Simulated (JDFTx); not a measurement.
| Quantity | Value |
|---|---|
| surface | Au(100) |
| bulk | Au, Fm-3m, lattice of mp-81 (not re-optimised) |
| slab | 4 atoms in 4 planes, 1x1, 6.2 Å between the outermost planes |
| in-plane cell | 2.950 × 2.950 Å, 8.70 Å² |
| cell height | 22.3 Å |
| sampling | 8×8×1 k mesh, Fermi smearing 0.01 Ha, no spin polarisation |

Final geometry:
```
Au(100)
1.0
    2.9495     0.0000     0.0000
    0.0000     2.9495     0.0000
    0.0000     0.0000    22.3000
Au
4
Direct
  0.5000   0.5000   0.3620
  0.0000   0.0000   0.4532
  0.5000   0.5000   0.5468
  0.0000   0.0000   0.6380
```

Method: PBE, GBRV ultrasoft potentials, plane waves to 20/100 Ha, in a modified build of JDFTx. Liquid on both sides: nonlinear PCM (GLSSA13), water, 1 M NaF; nuclei fixed, outer atoms relaxed in vacuum. U vs SHE = −μ/e − 4.44 V throughout (conventional absolute potential of the hydrogen electrode). Ideal, unreconstructed faces without any overlayer. Convergence in thickness and k mesh wasn't tested for this slab.

### Question
Predict the potential of zero charge and the surface charge against electrode potential.

### Answer
The potential of zero charge is 0.35 V vs SHE.

```json
[
 {"U (V vs SHE)": "0.05", "μ (eV)": "-4.49", "excess electrons per cell": "0.054", "σ (μC/cm², per face)": "-5.0", "run": "fixed potential"},
 {"U (V vs SHE)": "0.35", "μ (eV)": "-4.79", "excess electrons per cell": "0.000", "σ (μC/cm², per face)": "0.0", "run": "neutral"},
 {"U (V vs SHE)": "0.50", "μ (eV)": "-4.94", "excess electrons per cell": "-0.026", "σ (μC/cm², per face)": "2.4", "run": "fixed potential"},
 {"U (V vs SHE)": "0.65", "μ (eV)": "-5.09", "excess electrons per cell": "-0.052", "σ (μC/cm², per face)": "4.8", "run": "fixed potential"}
]
```
